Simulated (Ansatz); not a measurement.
Geometry optimisation in Ansatz: input, command and trajectory.

```yaml
crystal:
  lattice:
    - [0.0, 3.141090971, 3.141090971]
    - [3.141090971, 0.0, 3.141090971]
    - [3.141090971, 3.141090971, 0.0]
  atoms:
    - { symbol: In, position: [0.0, 0.0, 0.0] }
    - { symbol: Ag, position: [0.25, 0.25, 0.25] }
    - { symbol: Ag, position: [0.75, 0.75, 0.75] }
basis:
  ecutwfc: 420
kpoints:
  mp_grid: { grid: [6, 6, 6] }
hamiltonian:
  xc: pbe
scf:
  occupations: { method: gaussian, width: 0.1 }
  lower_state_search: "off"
output:
  forces: true
  stress: true
  eigenvalues: true
relax:
  adjacent_minimum: "off"
  f_tol: 0.04
  max_steps: 70
  cell: { stress_tol: 0.4 }
```

```bash
ansatz run input.yaml --threads 1 --pin off --max-ram 2560MiB --backend cpu --events-out ev --progress --plain --runs-dir out
```

Level of theory: DFT PBE, scalar-relativistic, plane waves, PAW (Ansatz).

Of 4 frames 4 are shown, positions in Å and forces in eV/Å; the SCF threshold varies from step to step. Steps run on the plane waves of an earlier cell, with a Pulay correction in the pressure. The basis is chosen afresh for the last frame, the zero of the energies, and at times for earlier ones too; energy and pressure step there, also at an unchanged geometry.

```xyz
3
Lattice="0.0000 3.1411 3.1411 3.1411 0.0000 3.1411 3.1411 3.1411 0.0000" Properties=species:S:1:pos:R:3:forces:R:3 pbc="T T T" step=1 free_energy_over_end_meV_per_atom=64.17 pressure_GPa=9.20
In    0.0000    0.0000    0.0000    0.0000    0.0000    0.0000
Ag    1.5705    1.5705    1.5705    0.0000    0.0000    0.0000
Ag    4.7116    4.7116    4.7116    0.0000    0.0000    0.0000
3
Lattice="0.0000 3.2942 3.2942 3.2942 0.0000 3.2942 3.2942 3.2942 0.0000" Properties=species:S:1:pos:R:3:forces:R:3 pbc="T T T" step=2 free_energy_over_end_meV_per_atom=3.37 pressure_GPa=-1.34
In    0.0000    0.0000    0.0000    0.0000    0.0000    0.0000
Ag    1.6471    1.6471    1.6471    0.0000    0.0000    0.0000
Ag    4.9413    4.9413    4.9413    0.0000    0.0000    0.0000
3
Lattice="0.0000 3.2730 3.2730 3.2730 0.0000 3.2730 3.2730 3.2730 0.0000" Properties=species:S:1:pos:R:3:forces:R:3 pbc="T T T" step=3 free_energy_over_end_meV_per_atom=0.75 pressure_GPa=-0.36
In    0.0000    0.0000    0.0000    0.0000    0.0000    0.0000
Ag    1.6365    1.6365    1.6365    0.0000    0.0000    0.0000
Ag    4.9096    4.9096    4.9096    0.0000    0.0000    0.0000
3
Lattice="0.0000 3.2730 3.2730 3.2730 0.0000 3.2730 3.2730 3.2730 0.0000" Properties=species:S:1:pos:R:3:forces:R:3 pbc="T T T" step=4 free_energy_over_end_meV_per_atom=0.00 pressure_GPa=-0.40
In    0.0000    0.0000    0.0000    0.0000    0.0000    0.0000
Ag    1.6365    1.6365    1.6365    0.0000    0.0000    0.0000
Ag    4.9096    4.9096    4.9096    0.0000    0.0000    0.0000
```

The start puts this composition into another compound's structure type, which needn't suit it. At the end the space group is Fm-3m (tolerance 0.05 Å).

The run took 7.7 s on 1 thread of Arm Neoverse V2, on a shared host, peak memory 0.35 GiB.

The k mesh is coarse.